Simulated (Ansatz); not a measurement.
FeB2W2 in space group P4/mbm (No. 127; B on 4g, Fe on 2a, W on 4h), plane-wave PAW PBE (Ansatz code), all energies at zero smearing, with the estimated change up to a 700 eV cutoff added, with one set of potentials and settings (totals compare only within such a set). Cell of 10 atoms (4 B, 2 Fe, 4 W): -51127.843 eV.

| element | reference phase | E (eV/atom) |
|---|---|---|
| B | R-3m, 12 atoms in the cell | -155.9161 |
| Fe | Im-3m, 1 atoms in the cell, spin-polarised | -4480.4888 |
| W | Im-3m, 1 atoms in the cell | -10384.8193 |

Formation energy per atom, worked out: (-51127.843 − 4×(-155.9161) − 2×(-4480.4888) − 4×(-10384.8193))/10 = -0.392 eV/atom (-38 kJ per mol of atoms), at 0 K, without zero-point energy or fitted corrections.

The workflow started from an entry of the Crystallography Open Database (COD). Its standing as an ambient phase is unchecked. The PBE relaxation kept the symmetry of its start; whether a distortion lowers the energy is not shown. Spin order of the final state: ferromagnetic, chosen from 5 collinear starts compared on coarse meshes (ties went to the first, and starts can fall back to one state), not a proven ground state. The program gave a warning on the electronic state, which may not be the lowest. The references are the lowest solids computed at this level, not always the standard phases. Scalar-relativistic: spin–orbit coupling is off unless named, which matters more the heavier the elements.

Potentials: the later of the program's two PAW sets.
